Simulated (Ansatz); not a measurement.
One stationary structure of TiO$_{2}$. Space group I4₁/amd (No. 141), anatase type. All values below come from r2SCAN (plane waves to 500 eV, PAW, scalar-relativistic; Ansatz, a program for electronic structure).

Space group I4₁/amd, origin choice 1 (No. 141); a = 3.7780 Å, b = 3.7780 Å, c = 9.5887 Å, α = 90.00°, β = 90.00°, γ = 90.00°

```json
[
 {"atom": "Ti", "site": "4b", "symmetry": "-4m2", "x": "0.0000", "y": "0.0000", "z": "0.5000"},
 {"atom": "O", "site": "8e", "symmetry": "2mm.", "x": "0.0000", "y": "0.0000", "z": "0.2928"}
]
```
(The calculation used a cell of 6 atoms; values per cell refer to that cell.)

```yaml
volume_per_atom: 11.41 Å³
band_gap: 2.53 eV, indirect (valence top at 87 % of the way from Γ to X, conduction bottom at Γ) (no spin-orbit coupling)
smallest_direct_gap: 2.87 eV at 50 % of the way from Γ to M
shortest_distances: O–Ti 1.93 Å; O–O 2.46 Å; Ti–Ti 3.05 Å
k-mesh: 12×12×12
```

Band energies at high-symmetry points (eV from the VBM; labels of this space group; no spin-orbit coupling), from −5 eV up to 4.1 eV:

```tsv
point	energies
Γ	-4.07 -3.89 -3.89 -3.53 -2.09 -2.09 -2.06 -0.82 -0.79 -0.79 -0.47 -0.47 2.53 3.24
X	-4.49 -4.49 -4.32 -4.32 -3.83 -3.83 -2.71 -2.71 -2.07 -2.07 -0.05 -0.05 3.71 3.71
P	-4.42 -4.42 -4.32 -4.32 -3.87 -3.87 -3.03 -3.03 -1.62 -1.62 -0.24 -0.24 3.93 3.93 3.97 3.97
N	-4.53 -4.33 -3.78 -3.76 -3.49 -2.17 -2.09 -2.00 -1.96 -0.96 -0.86 -0.68 3.65 3.94 3.98 4.02
M	-3.80 -3.80 -3.80 -3.80 -2.06 -2.06 -1.39 -1.39 -1.29 -1.29 -0.12 -0.12 2.88 2.88
S	-4.76 -3.87 -3.84 -3.75 -3.02 -3.01 -2.22 -1.87 -1.22 -0.96 -0.91 -0.84 3.64 3.89 3.96 3.97
S0	-4.76 -3.87 -3.84 -3.75 -3.02 -3.01 -2.22 -1.87 -1.22 -0.96 -0.91 -0.84 3.64 3.89 3.96 3.97
R	-4.68 -4.68 -4.01 -4.01 -3.69 -3.69 -2.82 -2.82 -1.91 -1.91 -0.09 -0.09 3.68 3.68 4.12 4.12
```

No spin polarisation in the result.

Measured for TiO2: gap 3.42 eV (0 K or low temperature; as listed in Wei Kang, Mark S. Hybertsen, Physical Review B (2010)). Computed minus measured — gap: r2SCAN -0.89 eV. The computed values are for a static lattice, and a measured gap can be an optical one, lowered by exciton binding.

The run could not lose the symmetry of its start; a randomly shaken copy of 6 atoms returns to this structure.
